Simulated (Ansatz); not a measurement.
BaRh$_{2}$ (cubic Laves (MgCu2 type), space group No. 227), DFT-PBE in the program Ansatz with PAW potentials, all energies at zero smearing, with the estimated change up to a 700 eV cutoff added, with one set of potentials and settings (totals compare only within such a set). Cell of 6 atoms (2 Ba, 4 Rh): -37511.301 eV.

```csv
element,reference phase,E (eV/atom)
Ba,"Im-3m, 1 atoms in the cell",-5949.5401
Rh,"Fm-3m, 1 atoms in the cell",-6402.8911
```

Formation energy per atom, worked out: (-37511.301 − 2×(-5949.5401) − 4×(-6402.8911))/6 = -0.109 eV/atom (-11 kJ per mol of atoms), at 0 K, without zero-point energy or fitted corrections.

Space group Fd-3m (cubic Laves (MgCu2 type)). The workflow started from a Materials Project entry (that database holds measured and hypothetical structures alike); the Crystallography Open Database copy checked does not list it. Its standing as an ambient phase is unchecked. Symmetry was held in the PBE relaxation; of distortions, only those at the zone centre were tested. The workflow began spin-polarised and lost its moments. The references are the lowest solids computed at this level, not always the standard phases. Scalar-relativistic: spin–orbit coupling is off unless named, which matters more the heavier the elements.

Potentials: the later of the program's two PAW sets.
